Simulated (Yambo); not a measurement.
A G0W0@PBE run in Yambo for GaSb (zinc blende, space group F-43m, No. 216) under isotropic strain of -2 % on all lattice vectors (4×4×4 Γ-centred k mesh, bands 9 to 259 and a 15 Ry block in the screening, 259 bands in G with the Bruneval-Gonze terminator, plasmon pole fitted at 27.2 eV) gives these matrix elements, in eV, at the band edges (Γ → Γ):

| state | E0 | <Vxc> | <Σx> | <Σc(E0)> | Z |
|---|---|---|---|---|---|
| valence edge | 0.000 | -13.484 | -14.718 | 0.500 | 0.801 |
| conduction edge | 0.499 | -14.747 | -10.509 | -4.030 | 0.798 |

Question: Solve the linearised quasiparticle equation for both states, give the gap, and say how exchange and correlation each act on it.

Answer: E = E0 + Z(Σx + Σc − Vxc). Valence: 0.000 + 0.801 × (-14.718 + (0.500) − (-13.484)) = -0.59 eV. Conduction: 0.499 + 0.798 × (-10.509 + (-4.030) − (-14.747)) = 0.66 eV. The gap is 1.25 eV, against 0.50 eV in PBE. Replacing Vxc by bare exchange alone would open it by 5.47 eV; correlation takes back 4.53 eV of that, and Z scales what is left. Convergence of the G0W0 settings was not tested. Among the k points computed, the smallest G0W0 gap is 1.08 eV, Γ → L. Without spin-orbit coupling, band edges of such heavy elements can be off by tenths of an eV.

Geometry strained from the cell relaxed with PBEsol, atoms relaxed again; primitive cell a = b = c = 4.237 Å, α = β = γ = 60.00°.

The potentials are those of PseudoDojo's stringent table.
